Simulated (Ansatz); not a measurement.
# Perturbing LiH₄BrO₂

Base: an entry of the Crystallography Open Database (COD), its atoms then relaxed with PBE in this cell.

```
CELL_PARAMETERS angstrom
5.30010 0.00000 0.00000
2.64598 5.82412 0.00000
0.88667 2.71533 5.73390
ATOMIC_POSITIONS crystal
Li 0.30640 0.38535 0.48033
Li 0.69360 0.61465 0.51967
H 0.03122 0.86180 0.27785
H 0.96878 0.13820 0.72215
H 0.79651 0.34662 0.28165
H 0.20349 0.65338 0.71835
H 0.58486 0.61532 0.13142
H 0.41514 0.38468 0.86858
H 0.92654 0.76563 0.13429
H 0.07346 0.23437 0.86571
Br 0.24927 0.12358 0.22848
Br 0.75073 0.87642 0.77152
O 0.98427 0.72131 0.29385
O 0.01573 0.27869 0.70615
O 0.61682 0.47803 0.29001
O 0.38318 0.52197 0.70999
```

Sites (sets of like atoms) are named by element and the number of their first atom in this list.

All values are calculated (Ansatz; DFT, PBE, plane waves and PAW (field gradients read without the response of the frozen cores, which leaves them typically 4 to 6 % off), scalar-relativistic, 420 eV cutoff, Γ-centred 5×4×4 k-points, Fermi–Dirac smearing 0.02 eV), not measured.

Task: Variant: atom 3 (H) moved by 0.15 Å along (0.000, 0.150, 0.000) Å. What happens to the gradients (10²¹ V/m²)?

Result: 

| site | atoms | V_zz base | η base | V_zz variant | η variant |
| --- | --- | --- | --- | --- | --- |
| Li1 | 1 | -0.13 | 0.41 | -0.13 | 0.48 |
| Li2 | 2 | -0.13 | 0.41 | -0.15 | 0.37 |
| H3 | 3 | 3.46 | 0.13 | 1.25 | 0.26 |
| H5 | 5 | 3.40 | 0.12 | 3.41 | 0.12 |
| H7 | 7 | 3.70 | 0.11 | 3.70 | 0.11 |
| H8 | 8 | 3.70 | 0.11 | 3.71 | 0.11 |
| H9 | 9 | 3.45 | 0.13 | 3.48 | 0.12 |
| H10 | 10 | 3.45 | 0.13 | 3.46 | 0.13 |
| Br11 | 11 | 3.47 | 0.89 | 6.79 | 0.53 |
| Br12 | 12 | 3.47 | 0.89 | 3.42 | 0.85 |
| O13 | 13 | -14.10 | 0.77 | -14.59 | 0.72 |
| O14 | 14 | -14.10 | 0.77 | -14.12 | 0.77 |
| O15 | 15 | -14.31 | 0.76 | -14.34 | 0.76 |
| O16 | 16 | -14.31 | 0.76 | -14.37 | 0.76 |

The largest change of V_zz is on Br11, from 3.47 to 6.79. In per cent, |V_zz| changes by -64 to +1 on H, -2 to +96 on Br, 0 to +3 on O (all sites that start above 0.5). Where |V_zz| stays above 0.1, η moves most on Br11, from 0.89 to 0.53. The table leaves out 2 of the 16 sites, with |V_zz| up to 3.46; their tensors move by 0.01 at most along any direction. The statements above cover all sites. The number of symmetry-distinct sites goes from 8 to 16.

The lattice is static: at room temperature water may turn and average the couplings of its hydrogen.
For the variant: The atoms aren't relaxed after the move (largest force 3.1 eV/Å).
